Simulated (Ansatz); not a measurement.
An Ansatz input (plane waves, PAW) for IrS (zincblende structure) that has something wrong with it:

```yaml
crystal:
  lattice:
    - [0.0, 2.6364931245, 2.6364931245]
    - [2.6364931245, 0.0, 2.6364931245]
    - [2.6364931245, 2.6364931245, 0.0]
  atoms:
    - { symbol: Ir, position: [0.0, 0.0, 0.0] }
    - { symbol: S, position: [0.25, 0.25, 0.25] }
basis:
  ecutwfc: 420
  ecutrho_ratio: 4
kpoints:
  mp_grid: { grid: [10, 10, 10] }
hamiltonian:
  xc: pbe
  hubbard: { sites: [{ species: Ir, l: d, u_eff: -5.0 }] }
scf:
  occupations: { method: gaussian, width: 0.05 }
  max_iter: 50
output:
  forces: true
  stress: true
```

Launched as:
```sh
ansatz run input.yaml --threads 2 --pin off --max-ram 2662MiB --backend cpu --events-out ev --progress --plain --runs-dir out
```

What the program printed:

```
SCF iter   1: F=—  HF=-12841.619228 eV  |F-HF|=—  |Δ(HF+E_count)|=         —  Δρ=4.63e-2  dr2=6.47e-1
SCF iter   2: F=—  HF=-12841.313245 eV  |F-HF|=—  |Δ(HF+E_count)|=   3.06e-1  Δρ=3.26e-2  dr2=4.92e-1
SCF iter   3: F=—  HF=-12841.200014 eV  |F-HF|=—  |Δ(HF+E_count)|=   1.13e-1  Δρ=1.42e-2  dr2=8.05e-2
SCF iter   4: F=—  HF=-12841.166984 eV  |F-HF|=—  |Δ(HF+E_count)|=   3.30e-2  Δρ=6.05e-3  dr2=1.33e-2
SCF iter   5: F=—  HF=-12841.159966 eV  |F-HF|=—  |Δ(HF+E_count)|=   7.02e-3  Δρ=1.36e-3  dr2=6.20e-4
SCF iter   6: F=—  HF=-12841.159659 eV  |F-HF|=—  |Δ(HF+E_count)|=   3.07e-4  Δρ=1.52e-4  dr2=4.47e-6
SCF iter   7: F=—  HF=-12841.159659 eV  |F-HF|=—  |Δ(HF+E_count)|=   7.52e-7  Δρ=2.76e-5  dr2=2.68e-7
SCF iter   8: F=-12841.159659 eV  HF=-12841.159659 eV  |F-HF|=9.97e-10  |Δ(HF+E_count)|=   4.39e-9  Δρ=2.51e-6  dr2=1.73e-9
```

```
SCF 1 converged in 8 iterations: F = -12841.159659 eV  dr2 = 1.73e-9
SCF converged after 8 iterations
Free energy (F): -12841.159659 eV
E sigma→0 (E₀):  -12841.158566 eV
Entropy (-TS):   -0.002185 eV (-1.093 meV/atom)
Fermi energy:    14.194849 eV
--- Forces (eV/Å), atoms counted from 1 ---
  atom   1  Ir     0.00000000     0.00000000     0.00000000
  atom   2  S      0.00000000     0.00000000     0.00000000
--- Stress (GPa, compression-positive) ---
        1.411092       0.000000       0.000000
        0.000000       1.411092       0.000000
        0.000000       0.000000       1.411092
  P = ⅓ Tr σ = 1.4111 GPa (14.111 kbar)
```

Question: What is wrong with it?

Answer: A negative U, which rewards fractional, paired occupations and so kills the moment. Against the sound input: hamiltonian.hubbard: {"sites": [{"species": "Ir", "l": "d", "u_eff": -5.0}]} (the cap on iterations is only a precaution).

The run converged all the same, so nothing but a comparison shows the fault. Run time: 1.9 s on 2 threads of Arm Neoverse V2, on a shared host, peak memory 0.31 GiB. The run before the change (PBE, 420 eV, 10×10×10 mesh) gave:

| run | P (GPa) | gap on the mesh (eV) | cell moment (μB) | largest force component (eV/Å) |
| --- | --- | --- | --- | --- |
| sound | 0.0 | metal | – | 0.000 |
| spoiled | 1.4 | metal | – | 0.000 |

The cell came from substitution into a structure type; whether the compound takes it is for experiment to say.

Of that run: The cell is a metal with an odd number of electrons, and spin polarisation wasn't tried.
